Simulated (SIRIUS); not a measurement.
Set-up for a self-consistent single point of HgTe (Imm2, 2 atoms in the cell; from Materials Project mp-2730, changed as shown).

```
HgTe
1.0
    0.00000     3.28999     3.28999
    3.28999     0.00000     3.28999
    3.28999     3.28999     0.00000
Hg Te
1 1
Direct
  0.98784   0.01216   0.98784
  0.25000   0.25000   0.25000
```

Computed with LDA (PW92), PseudoDojo 0.4 standard norm-conserving LDA (tails mended) pseudopotentials (plane waves; SIRIUS 7.12.0).

SIRIUS settings:

parameters.ngridk: 6 6 6
parameters.xc_functionals: [XC_LDA_X, XC_LDA_C_PW]
parameters.gk_cutoff: 9.072 1/bohr
parameters.pw_cutoff: 18.144 1/bohr
parameters.smearing: fermi_dirac
parameters.smearing_width: 0.00367493 Ha
potentials: PseudoDojo 0.4 standard norm-conserving LDA (tails mended) pseudopotentials
parameters.electronic_structure_method: pseudopotential
parameters.num_bands: 22
parameters.num_mag_dims: 0
parameters.num_dft_iter: 100
parameters.energy_tol: 1e-07 Ha
parameters.density_tol: 1e-06
mixer.type: broyden2
mixer.beta: 0.5
mixer.use_hartree: true

Results:

| Property | Result |
|---|---|
| Number of valence electrons | 36 |
| Number of bands | 22 |
| Number of k-points after the program's reduction | 46 |
| Number of plane waves (most at a k-point) | 6106 |
| Number of SCF iterations | 11 |
| FFT grid | 54 × 54 × 54 |
| Free energy E − TS | -7382.1080 eV |
| Pressure | -2.61 GPa |
| Largest force (vector length) | 0.219 eV/Å |

Forces (eV/Å):
| atom | Fx | Fy | Fz |
|---|---|---|---|
| Hg1 | 0.000 | 0.219 | 0.000 |
| Te2 | 0.000 | -0.219 | 0.000 |

Stress (GPa, positive for compression):
```
-2.58   0.00  -0.57
 0.00  -2.65   0.00
-0.57   0.00  -2.58
```

For comparison: a first run was changed to give this one (atom 1 moved by -0.08 angstrom along y), and from it to this one the free energy goes up by 4.4 meV/atom, the pressure hardly changes (-2.70 to -2.61 GPa) and the largest force goes from 0.000 to 0.219 eV/Å.

Spin-orbit coupling is left out, which matters for bands and gaps with elements this heavy. The structure comes from a collection of computed structures, made at another level of theory; the collection holds predicted forms beside known ones. No clean gap shows at this smearing width and mesh (spacing up to 0.28 Å⁻¹); the mesh is coarse for partly filled bands, so the values carry mesh errors. Semi-local functionals can close small gaps.

Cost on one core: roughly 4 core-minutes.

“Tails mended”: in these copies of the files the far tail of each local potential was reset to the Coulomb form.
